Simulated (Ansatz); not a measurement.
Data sheet: SiSn (DFT)

SiSn:
```yaml
crystal:
  lattice:
    - [3.49616, 0.00000, 0.00000]
    - [0.00000, 3.49616, 0.00000]
    - [0.00000, 0.00000, 3.49616]
  atoms:
    - { symbol: Sn, position: [0.00000, 0.00000, 0.00000] }
    - { symbol: Si, position: [0.50000, 0.50000, 0.50000] }
```

Space group Pm-3m (No. 221), CsCl type; conventional cell a = 3.496 Å, b = 3.496 Å, c = 3.496 Å, α = 90.00°, β = 90.00°, γ = 90.00°.

Method: DFT-PBE in the program Ansatz with PAW potentials. Geometry: relaxed at this level of theory. Other levels are named where they apply.

### Cell and energy

| Property | Result |
|---|---|
| Volume per atom | 21.37 Å³ |
| Density | 5.70 g/cm³ |
| Formation energy from the elements (no fitted shifts) | 0.47 eV/atom |

### Electronic structure

| Item | Value |
|---|---|
| Electronic character | metallic (no gap) |
| Density of states at the Fermi level | 0.56 states/eV per atom (mean over ±0.08 eV) |
| Gap with spin–orbit coupling | none (metallic) |

### Mechanics

| Property | Result |
|---|---|
| Bulk modulus (Birch–Murnaghan fit) | 62.3 GPa |
| Pressure derivative B′ | 4.7 |

A made-up cell: these elements were put on the sites of a structure type; neither database checked (COD, Materials Project) lists it. Its standing as an ambient phase is unchecked. The cell was relaxed with PBE under the symmetry of its start; its stability against distortions is not shown here. The references are the lowest solids computed at this level, not always the standard phases. Spin–orbit coupling is left out wherever it is not named.

Potentials: the earlier of the program's two PAW sets.
